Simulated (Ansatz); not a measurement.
Relax this structure to zero stress and force, keeping its symmetry:

```
P Ir
1.0
     0.00000    2.76750    2.76750
     2.76750    0.00000    2.76750
     2.76750    2.76750    0.00000
P Ir
1 2
Direct
  0.00000 0.00000 0.00000
  0.25000 0.25000 0.25000
  0.75000 0.75000 0.75000
```

The calculation used DFT PBEsol, scalar-relativistic, plane waves, PAW in Ansatz.

Plane waves to 420 eV, a k mesh through Γ of 14×14×14 on the computed 3-atom cell and Gaussian smearing (0.10 eV); no spin polarisation.

Task: What does it relax to?

Result: The volume drops by 0.02 Å³/atom to 14.11 Å³/atom, and the energy changes by under 0.1 meV/atom. Final structure:
```
P Ir
1.0
     0.00000    2.76634    2.76634
     2.76634    0.00000    2.76634
     2.76634    2.76634    0.00000
P Ir
1 2
Cartesian
  0.0000 0.0000 0.0000
  1.3832 1.3832 1.3832
  4.1495 4.1495 4.1495
```

Course of the relaxation (steps run on the plane waves of an earlier cell, and the basis is chosen afresh near the end, so energy and pressure can step there; trial steps that raised the energy were taken back; energies are free energies):

| step | P (GPa) | V (Å³/atom) |
| --- | --- | --- |
| 1 | -0.38 | 14.13 |
| 2 | 0.14 | 14.11 |
| 3 | 0.00 | 14.11 |
| 4 | 0.00 | 14.11 |

Spin–orbit coupling is left out, which can shift energies with elements as heavy as these.